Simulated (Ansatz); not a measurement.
Ta, DFT, PBEsol, all-electron LAPW, scalar-relativistic (Ansatz 0.2.0), run on 1 thread of Arm Neoverse V1 on a shared host.

The cell comes from COD entry 1534932, which wasn't checked; take it as a given geometry. The listed cell was then made from it by scaling, straining or moving an atom.

Command: `ansatz run input.yaml --threads 1 --pin off --max-ram 3072MiB --backend cpu --events-out ev --progress --plain --runs-dir out`

```yaml
crystal:
  lattice:
    - [0.0, 2.11, 2.0678]
    - [2.11, 0.0, 2.0678]
    - [2.11, 2.11, 0.0]
  atoms:
    - { symbol: Ta, position: [0.0, 0.0, 0.0] }
kpoints:
  mp_grid: { grid: [15, 15, 15] }
  band_path:
    path:
      - [0.0, 0.0, 0.0]
      - [0.0, 0.5, 0.5]
      - [0.25, 0.75, 0.5]
      - [0.0, 0.5, 0.0]
      - [0.0, 0.0, 0.0]
      - [0.5, 0.5, 0.0]
      - [0.3801541025, 0.6198458975, 0.0]
      - [-0.3801541025, 0.3801541025, 0.0]
      - [0.0, 0.0, 0.0]
    npoints: 5
scf:
  occupations: { method: fermi_dirac, width: 0.08 }
hamiltonian:
  xc: pbesol
  pseudopotentials: { kind: all_electron, lapw: { basis_error: 0.0005 } }
output:
  forces: true
  stress: true
  eigenvalues: true
```

Problem. How large is the problem that the program sets up?

Solution. 288 irreducible k-points, 169 plane waves at Γ, 23 bands.

Problem. Estimate the wall time and the peak memory.

Solution. 34 s of wall time for 8 SCF iterations, with a peak of 0.51 GiB. Times on shared machines scatter by tens of per cent.
